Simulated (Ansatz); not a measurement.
Cu Kα1 powder pattern (kinematic, no thermal factors).
```json
{"2θ (°)": "24.26", "relative intensity": "32"}
{"2θ (°)": "38.61", "relative intensity": "100"}
{"2θ (°)": "46.13", "relative intensity": "36"}
{"2θ (°)": "49.70", "relative intensity": "15"}
{"2θ (°)": "64.65", "relative intensity": "37"}
{"2θ (°)": "69.87", "relative intensity": "14"}
{"2θ (°)": "75.18", "relative intensity": "8"}
{"2θ (°)": "78.15", "relative intensity": "1"}
{"2θ (°)": "82.79", "relative intensity": "8"}
{"2θ (°)": "87.87", "relative intensity": "6"}
```

The pattern is computed from a structure relaxed with DFT PBE, scalar-relativistic, plane waves, PAW in Ansatz 0.2.0. Collinear spin, ending at 0.8 μB a primitive cell. Its elements are F, Ni.

**Question.** Give the structure.

**Answer.** NiF.
Space group P6/mmm (No. 191). a = 2.690 Å, b = 2.690 Å, c = 3.666 Å, α = 90.00°, β = 90.00°, γ = 120.00°
| atom | site | symmetry | x | y | z |
| --- | --- | --- | --- | --- | --- |
| Ni | 1b | 6/mmm | 0.0000 | 0.0000 | 0.5000 |
| F | 1a | 6/mmm | 0.0000 | 0.0000 | 0.0000 |

A pattern alone doesn't exclude other cells with like lines; this is the one computed.

The cell was found from a structure generator's guess, not taken from experiment.
